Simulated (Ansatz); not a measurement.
Calculated quadrupolar parameters for BN

The cell is an entry of the Crystallography Open Database (COD), ions relaxed with PBE at fixed cell.

```yaml
crystal:
  lattice:
    - [2.49824, 0.00000, 0.00000]
    - [-1.24912, 2.16354, 0.00000]
    - [0.00000, 0.00000, 6.63570]
  atoms:
    - { symbol: B, position: [0.33333, 0.66667, 0.25000] }
    - { symbol: B, position: [0.66667, 0.33333, 0.75000] }
    - { symbol: N, position: [0.33333, 0.66667, 0.75000] }
    - { symbol: N, position: [0.66667, 0.33333, 0.25000] }
```

Atoms are numbered from 1 in the order listed; like atoms form one site, named after its first atom.

The numbers come from a DFT calculation in Ansatz (LDA, plane waves and PAW, scalar-relativistic, 420 eV cutoff, Γ-centred 14×14×5 k-points, Fermi–Dirac smearing 0.02 eV).

C_Q = eQV_zz/h, which is 24.18 MHz for Q = 1 b and V_zz = 10²¹ V/m²; η = (V_xx − V_yy)/V_zz.

¹⁰B: I = 3, Q = 84.59 mb; N-14: I = 1, Q = 20.44 mb. Q values from Pyykkö, Mol. Phys. 116, 1328 (2018).

(1) Which values are expected at the nuclei?

Results:

(1) 

```
site  atoms (order as listed)    first shell  V_zz (10²¹ V/m²)     η  C_Q (MHz)
   B                     1, 2  3 N at 1.44 Å              2.86  0.00       5.84
   N                     3, 4  3 B at 1.44 Å              0.14  0.00      0.069
```

An axis of threefold or higher order runs through B and N, so V_zz lies along it and η is zero.

Hardware: 4 threads of Arm Neoverse N1 (aarch64; 8 cores open to the job, memory cap 8.0 GiB, no GPU), a shared host with a load of 0.3 a core. Wall time 1.4 s, CPU time 4.5 s, peak memory 0.33 GiB.
